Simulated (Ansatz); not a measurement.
## K$_{7}$Na$_{4}$Cl$_{12}$: nudged elastic band, vacancy jump

Method: DFT PBEsol, scalar-relativistic, plane waves, PAW (Ansatz). Cutoff 420 eV, Γ-centred 3×3×2 k-points, Gaussian smearing of 0.05 eV. No spin polarisation.

5 inner image(s), climbing immediate, force tolerance 0.05 eV/Å, at most 5 iterations, fixed cell. The cell carries a charge of -1 e on a uniform background, with no finite-size correction, so the barrier is rough in so small a cell.

Time: 14 min on 4 threads of Arm Neoverse V1, on a shared host, peak memory 4.4 GiB.

Command:
```bash
ansatz run input.yaml --threads 4 --pin off --max-ram 9216MiB --backend cpu --events-out ev --progress --plain --runs-dir out
```

Input:
```yaml
crystal:
  lattice:
    - [8.5028257657, 0.0, 0.0]
    - [-4.2514128828, 7.363663117, 0.0]
    - [0.0, 0.0, 10.513500195]
  atoms:
    - { symbol: K, position: [0.1660041256, 0.8330020628, 0.6776089944] }
    - { symbol: K, position: [0.6669979372, 0.3339958744, 0.6776089944] }
    - { symbol: K, position: [0.6669979372, 0.8330020628, 0.6776089944] }
    - { symbol: K, position: [0.3312610786, 0.1687389214, 0.3286648077] }
    - { symbol: K, position: [0.3312610786, 0.6625221572, 0.3286648077] }
    - { symbol: K, position: [0.8374778428, 0.1687389214, 0.3286648077] }
    - { symbol: K, position: [0.8333333333, 0.6666666667, 0.3175763049] }
    - { symbol: Na, position: [0.0041908856, 0.0083817712, -0.0073567771] }
    - { symbol: Na, position: [0.0041908856, 0.4958091144, -0.0073567771] }
    - { symbol: Na, position: [0.5, 0.0, -0.0003943042] }
    - { symbol: Na, position: [0.4916182288, 0.4958091144, -0.0073567771] }
    - { symbol: Cl, position: [0.1666666667, 0.3333333333, 0.1461444742] }
    - { symbol: Cl, position: [0.1682928814, 0.8341464407, 0.1460895152] }
    - { symbol: Cl, position: [0.6658535593, 0.3317071186, 0.1460895152] }
    - { symbol: Cl, position: [0.6658535593, 0.8341464407, 0.1460895152] }
    - { symbol: Cl, position: [0.3386596489, 0.1613403511, 0.8618150841] }
    - { symbol: Cl, position: [0.3386596489, 0.6773192979, 0.8618150841] }
    - { symbol: Cl, position: [0.8226807021, 0.1613403511, 0.8618150841] }
    - { symbol: Cl, position: [0.8333333333, 0.6666666667, 0.8580826357] }
    - { symbol: Cl, position: [-0.0062490296, -0.0124980591, 0.4935446493] }
    - { symbol: Cl, position: [-0.0062490296, 0.5062490296, 0.4935446493] }
    - { symbol: Cl, position: [0.5, 0.0, 0.4997120304] }
    - { symbol: Cl, position: [0.5124980591, 0.5062490296, 0.4935446493] }
total_charge: -1
basis:
  ecutwfc: 420
kpoints:
  mp_grid: { grid: [3, 3, 2] }
hamiltonian:
  xc: pbesol
scf:
  occupations: { method: gaussian, width: 0.05 }
output:
  forces: true
neb:
  images: 5
  f_tol: 0.05
  max_iterations: 5
  order_check: false
  final_atoms:
    - { symbol: K, position: [0.166004384, 0.333002192, 0.67760892] }
    - { symbol: K, position: [0.666997808, 0.333002192, 0.67760892] }
    - { symbol: K, position: [0.666997808, 0.833995616, 0.67760892] }
    - { symbol: K, position: [0.3312608808, 0.1625217616, 0.3286648588] }
    - { symbol: K, position: [0.3312608808, 0.6687391192, 0.3286648588] }
    - { symbol: K, position: [0.8333333333, 0.1666666667, 0.3175765581] }
    - { symbol: K, position: [0.8374782384, 0.6687391192, 0.3286648588] }
    - { symbol: Na, position: [0.0041906333, -0.0041906333, -0.0073567999] }
    - { symbol: Na, position: [0.0041906333, 0.5083812666, -0.0073567999] }
    - { symbol: Na, position: [0.4916187334, -0.0041906333, -0.0073567999] }
    - { symbol: Na, position: [0.5, 0.5, -0.0003941233] }
    - { symbol: Cl, position: [0.1682927344, 0.3341463672, 0.1460895936] }
    - { symbol: Cl, position: [0.1666666667, 0.8333333333, 0.14614417] }
    - { symbol: Cl, position: [0.6658536328, 0.3341463672, 0.1460895936] }
    - { symbol: Cl, position: [0.6658536328, 0.8317072656, 0.1460895936] }
    - { symbol: Cl, position: [0.3386597577, 0.1773195154, 0.8618152242] }
    - { symbol: Cl, position: [0.3386597577, 0.6613402423, 0.8618152242] }
    - { symbol: Cl, position: [0.8333333333, 0.1666666667, 0.8580823173] }
    - { symbol: Cl, position: [0.8226804846, 0.6613402423, 0.8618152242] }
    - { symbol: Cl, position: [-0.0062491425, 0.0062491425, 0.4935446785] }
    - { symbol: Cl, position: [-0.0062491425, 0.4875017149, 0.4935446785] }
    - { symbol: Cl, position: [0.5124982851, 0.0062491425, 0.4935446785] }
    - { symbol: Cl, position: [0.5, 0.5, 0.4997116145] }
  climbing: immediate
```

Output (its end):
```
...
    - { symbol: Na, position: [0.010190487800412151, 0.5050952565606619, 0.01001799227347043] }
    - { symbol: Na, position: [0.5120010498982811, 0.021093609276124446, -0.0012633917185046765] }
    - { symbol: Na, position: [0.512001061940943, 0.49090745932969615, -0.0012633888450990108] }
    - { symbol: Cl, position: [0.163962134966632, 0.3245424760360197, 0.14878575813913292] }
    - { symbol: Cl, position: [0.1639621574839522, 0.8394196662830852, 0.1487857716067885] }
    - { symbol: Cl, position: [0.6661355553314894, 0.33306776413694844, 0.1514496708296013] }
    - { symbol: Cl, position: [0.6708311209192636, 0.8354155773141818, 0.13792142922949696] }
    - { symbol: Cl, position: [0.344071057472281, 0.1720355236324715, 0.8679986040242886] }
    - { symbol: Cl, position: [0.3801333541057064, 0.6900666976438672, 0.8911670016290856] }
    - { symbol: Cl, position: [0.8527052441759815, 0.19832120500411726, 0.8503311117303847] }
    - { symbol: Cl, position: [0.8527052085975626, 0.6543840273268707, 0.8503310857821637] }
    - { symbol: Cl, position: [-0.004888646040184899, -0.002444340088550054, 0.4896955486596034] }
    - { symbol: Cl, position: [-0.05776338115936286, 0.47111831446930574, 0.45951516147532306] }
    - { symbol: Cl, position: [0.4833402218855557, -0.03197927533500529, 0.5063473566491369] }
    - { symbol: Cl, position: [0.4833402474968152, 0.5153194905139971, 0.5063473784403255] }
```

The calculation finished and met its thresholds.

Final band:

| image | s (Å) | ΔE (eV) |
| --- | --- | --- |
| 0 | 0.000 | 0.000 |
| 1 | 0.822 | 0.164 |
| 2 | 1.643 | 0.509 |
| 3 | 2.465 | 0.688 |
| 4 | 3.287 | 0.509 |
| 5 | 4.109 | 0.164 |
| 6 | 4.931 | 0.000 |

Highest image over the start 0.688 eV, over the end 0.688 eV. The order of the saddle wasn't checked, and a path that keeps a symmetry can read too high.

By iteration:

| iteration | largest band force component (eV/Å) | highest image (eV) |
| --- | --- | --- |
| 1 | 3.684 | 2.562 |
| 2 | 1.558 | 1.253 |
| 3 | 0.587 | 0.802 |
| 4 | 0.135 | 0.699 |
| 5 | 0.033 | 0.688 |

Images of the last band (Å, true forces in eV/Å):

```xyz
23
Lattice="8.503 0.000 0.000 -4.251 7.364 0.000 0.000 0.000 10.514" Properties=species:S:1:pos:R:3:forces:R:3 pbc="T T T" image=0 dE_eV=0.0000
K    -2.130    6.134    7.124   -0.002   -0.001   -0.009
K     4.251    2.459    7.124    0.000    0.002   -0.009
K     2.130    6.134    7.124    0.002   -0.001   -0.009
K     2.099    1.243    3.455    0.003   -0.002   -0.008
K     0.000    4.879    3.455    0.000    0.004   -0.008
K     6.404    1.243    3.455   -0.003   -0.002   -0.008
K     4.251    4.909    3.339    0.000    0.000   -0.010
Na    0.000    0.062   -0.077    0.000    0.007   -0.002
Na   -2.072    3.651   -0.077    0.006   -0.004   -0.002
Na    4.251    0.000   -0.004    0.000    0.000    0.015
Na    2.072    3.651   -0.077   -0.006   -0.004   -0.002
Cl    0.000    2.455    1.536    0.000    0.000   -0.006
Cl   -2.115    6.142    1.536    0.002    0.001    0.005
Cl    4.251    2.443    1.536    0.000   -0.003    0.005
Cl    2.115    6.142    1.536   -0.002    0.001    0.005
Cl    2.194    1.188    9.061   -0.002    0.001    0.001
Cl    0.000    4.988    9.061    0.000   -0.002    0.001
Cl    6.309    1.188    9.061    0.002    0.001    0.001
Cl    4.251    4.909    9.021    0.000    0.000    0.003
Cl    0.000   -0.092    5.189    0.000   -0.002    0.008
Cl   -2.205    3.728    5.189   -0.002    0.001    0.008
Cl    4.251    0.000    5.254    0.000    0.000    0.010
Cl    2.205    3.728    5.189    0.002    0.001    0.008
23
Lattice="8.503 0.000 0.000 -4.251 7.364 0.000 0.000 0.000 10.514" Properties=species:S:1:pos:R:3:forces:R:3 pbc="T T T" image=1 dE_eV=0.1643
K    -1.840    5.617    7.099   -0.164    0.279    0.002
K     4.094    2.399    7.075    0.047    0.021    0.004
K     2.265    6.243    7.168   -0.040   -0.027    0.005
K     2.104    1.267    3.527    0.004   -0.006   -0.017
K    -0.069    4.865    3.368    0.013   -0.010    0.029
K     6.404    1.109    3.415    0.025    0.006    0.016
K     4.168    4.936    3.342    0.031   -0.020   -0.008
Na    0.028    0.092   -0.129   -0.005   -0.009    0.010
Na   -2.048    3.691    0.015    0.013   -0.016   -0.035
Na    4.266    0.075   -0.002    0.010   -0.037   -0.002
Na    2.174    3.598   -0.052   -0.024   -0.012   -0.016
Cl    0.013    2.418    1.549    0.002   -0.002   -0.006
Cl   -2.155    6.184    1.552    0.013   -0.017   -0.002
Cl    4.244    2.449    1.568    0.009   -0.015    0.006
Cl    2.121    6.141    1.486   -0.003   -0.014    0.004
Cl    2.205    1.146    9.055   -0.004   -0.047   -0.023
Cl    0.166    4.996    9.193   -0.039   -0.027   -0.057
Cl    6.313    1.321    9.035   -0.004   -0.054    0.022
Cl    4.354    4.874    8.990   -0.044   -0.001    0.022
Cl    0.068   -0.115    5.214    0.041   -0.037    0.026
Cl   -2.325    3.555    5.028    0.048    0.030    0.075
Cl    4.246   -0.106    5.283    0.020    0.037   -0.028
Cl    2.072    3.813    5.231    0.051   -0.022   -0.026
23
Lattice="8.503 0.000 0.000 -4.251 7.364 0.000 0.000 0.000 10.514" Properties=species:S:1:pos:R:3:forces:R:3 pbc="T T T" image=2 dE_eV=0.5092
K    -1.472    4.985    7.081   -0.166    0.320    0.004
K     4.027    2.347    7.058    0.033    0.013   -0.007
K     2.342    6.275    7.183   -0.022   -0.016    0.019
K     2.105    1.250    3.552    0.000    0.000   -0.011
K    -0.085    4.856    3.321    0.008   -0.016    0.015
K     6.372    1.049    3.376    0.024   -0.012    0.005
K     4.110    4.963    3.353    0.023   -0.016   -0.009
Na    0.065    0.084   -0.141    0.004    0.006    0.007
Na   -2.052    3.702    0.078    0.013   -0.018   -0.021
Na    4.269    0.127   -0.009    0.012   -0.026   -0.007
Na    2.238    3.600   -0.021   -0.013   -0.018   -0.013
Cl    0.011    2.399    1.562    0.002   -0.005   -0.004
Cl   -2.168    6.186    1.558    0.009   -0.014    0.000
Cl    4.247    2.455    1.586    0.007   -0.010    0.006
Cl    2.139    6.144    1.458    0.003   -0.017   -0.008
Cl    2.207    1.219    9.109   -0.006   -0.038    0.001
Cl    0.269    5.031    9.312    0.012   -0.039   -0.018
Cl    6.350    1.399    8.991   -0.011   -0.050    0.024
Cl    4.449    4.853    8.943   -0.015    0.009    0.000
Cl    0.011   -0.066    5.167    0.033   -0.034    0.008
Cl   -2.425    3.472    4.893    0.024   -0.018    0.044
Cl    4.227   -0.193    5.320   -0.011    0.010   -0.009
Cl    1.985    3.818    5.277    0.035   -0.010   -0.026
23
Lattice="8.503 0.000 0.000 -4.251 7.364 0.000 0.000 0.000 10.514" Properties=species:S:1:pos:R:3:forces:R:3 pbc="T T T" image=3 dE_eV=0.6876
K    -1.070    4.291    7.075    0.033    0.019    0.001
K     4.009    2.314    7.049    0.023    0.013   -0.013
K     2.375    6.280    7.191   -0.011   -0.006    0.027
K     2.117    1.222    3.563   -0.001    0.000   -0.007
K    -0.094    4.855    3.301   -0.003   -0.002    0.005
K     6.353    1.037    3.362    0.010   -0.001   -0.004
K     4.074    4.984    3.362    0.005    0.009   -0.004
Na    0.095    0.055   -0.145    0.015    0.009    0.007
Na   -2.061    3.719    0.105    0.001    0.000   -0.013
Na    4.264    0.155   -0.013   -0.007   -0.003   -0.013
Na    2.266    3.615   -0.013   -0.006   -0.005   -0.013
Cl    0.014    2.390    1.564   -0.002    0.000    0.001
Cl   -2.175    6.181    1.564   -0.001   -0.002    0.001
Cl    4.248    2.453    1.592    0.000    0.000    0.002
Cl    2.152    6.152    1.450   -0.001    0.000   -0.016
Cl    2.194    1.267    9.126   -0.015   -0.009    0.019
Cl    0.298    5.081    9.369    0.025    0.015    0.026
Cl    6.407    1.460    8.940    0.002   -0.018   -0.003
Cl    4.468    4.819    8.940   -0.015    0.011   -0.003
Cl   -0.031   -0.018    5.148    0.006    0.003   -0.001
Cl   -2.494    3.469    4.831   -0.026   -0.015    0.006
Cl    4.246   -0.235    5.323   -0.018   -0.008   -0.001
Cl    1.919    3.795    5.323   -0.016   -0.011   -0.001
23
Lattice="8.503 0.000 0.000 -4.251 7.364 0.000 0.000 0.000 10.514" Properties=species:S:1:pos:R:3:forces:R:3 pbc="T T T" image=4 dE_eV=0.5092
K    -0.670    3.597    7.081    0.194   -0.303    0.004
K     4.046    2.314    7.058    0.028    0.022   -0.007
K     2.354    6.254    7.183   -0.025   -0.011    0.019
K     2.135    1.198    3.552    0.000    0.000   -0.011
K    -0.089    4.862    3.321   -0.010    0.015    0.015
K     6.353    1.078    3.353   -0.002    0.028   -0.009
K     4.094    4.994    3.376    0.002    0.026    0.005
Na    0.106    0.015   -0.141    0.007    0.001    0.007
Na   -2.071    3.736    0.078   -0.009    0.021   -0.021
Na    4.237    0.138   -0.021   -0.022   -0.002   -0.013
Na    2.245    3.634   -0.009   -0.016    0.024   -0.007
Cl    0.022    2.393    1.558   -0.008    0.015    0.000
Cl   -2.168    6.174    1.562   -0.003    0.004   -0.004
Cl    4.250    2.451    1.586   -0.006    0.011    0.006
Cl    2.138    6.144    1.458   -0.013    0.011   -0.008
Cl    2.159    1.302    9.109   -0.036    0.014    0.001
Cl    0.240    5.081    9.312   -0.027    0.030   -0.018
Cl    6.427    1.426    8.943    0.000   -0.018    0.000
Cl    4.386    4.800    8.991   -0.049    0.015    0.024
Cl   -0.052    0.042    5.167   -0.013    0.046    0.008
Cl   -2.457    3.528    4.893   -0.003    0.030    0.044
Cl    4.299   -0.190    5.277    0.009    0.035   -0.026
Cl    1.947    3.757    5.320    0.003   -0.014   -0.009
23
Lattice="8.503 0.000 0.000 -4.251 7.364 0.000 0.000 0.000 10.514" Properties=species:S:1:pos:R:3:forces:R:3 pbc="T T T" image=5 dE_eV=0.1643
K    -0.307    2.962    7.099    0.160   -0.281    0.002
K     4.125    2.346    7.075    0.041    0.030    0.004
K     2.287    6.204    7.168   -0.044   -0.021    0.005
K     2.149    1.189    3.527   -0.003    0.006   -0.017
K    -0.073    4.871    3.368   -0.003    0.016    0.029
K     6.358    1.141    3.342   -0.002    0.037   -0.008
K     4.163    4.991    3.415    0.018    0.019    0.016
Na    0.093   -0.021   -0.129   -0.010    0.000    0.010
Na   -2.079    3.744    0.015   -0.007    0.019   -0.035
Na    4.203    0.083   -0.052   -0.022   -0.015   -0.016
Na    2.198    3.657   -0.002   -0.027    0.027   -0.002
Cl    0.027    2.406    1.552   -0.008    0.019   -0.002
Cl   -2.151    6.166    1.549    0.000    0.003   -0.006
Cl    4.243    2.451    1.568   -0.009    0.016    0.006
Cl    2.128    6.130    1.486   -0.014    0.004    0.004
Cl    2.095    1.337    9.055   -0.042    0.020   -0.023
Cl    0.159    5.010    9.193   -0.043   -0.021   -0.057
Cl    6.398    1.334    8.990   -0.023   -0.037    0.022
Cl    4.301    4.806    9.035   -0.049    0.024    0.022
Cl   -0.065    0.117    5.214   -0.011    0.054    0.026
Cl   -2.335    3.572    5.028    0.050    0.027    0.075
Cl    4.338   -0.112    5.231    0.007    0.055   -0.026
Cl    2.032    3.730    5.283    0.042   -0.001   -0.028
23
Lattice="8.503 0.000 0.000 -4.251 7.364 0.000 0.000 0.000 10.514" Properties=species:S:1:pos:R:3:forces:R:3 pbc="T T T" image=6 dE_eV=0.0000
K    -0.004    2.452    7.124   -0.002   -0.001   -0.009
K     4.256    2.452    7.124    0.002   -0.001   -0.009
K     2.126    6.141    7.124    0.000    0.002   -0.009
K     2.126    1.197    3.455    0.000    0.004   -0.008
K    -0.026    4.924    3.455    0.003   -0.002   -0.008
K     6.377    1.227    3.339    0.000    0.000   -0.010
K     4.278    4.924    3.455   -0.003   -0.002   -0.008
Na    0.053   -0.031   -0.077    0.006   -0.004   -0.002
Na   -2.126    3.744   -0.077    0.000    0.007   -0.002
Na    4.198   -0.031   -0.077   -0.006   -0.004   -0.002
Na    2.126    3.682   -0.004    0.000    0.000    0.015
Cl    0.010    2.461    1.536    0.002    0.001    0.005
Cl   -2.126    6.136    1.536    0.000    0.000   -0.006
Cl    4.241    2.461    1.536   -0.002    0.001    0.005
Cl    2.126    6.124    1.536    0.000   -0.003    0.005
Cl    2.126    1.306    9.061    0.000   -0.002    0.001
Cl    0.068    4.870    9.061   -0.002    0.001    0.001
Cl    6.377    1.227    9.021    0.000    0.000    0.003
Cl    4.183    4.870    9.061    0.002    0.001    0.001
Cl   -0.080    0.046    5.189   -0.002    0.001    0.008
Cl   -2.126    3.590    5.189    0.000   -0.002    0.008
Cl    4.331    0.046    5.189    0.002    0.001    0.008
Cl    2.126    3.682    5.254    0.000    0.000    0.010
```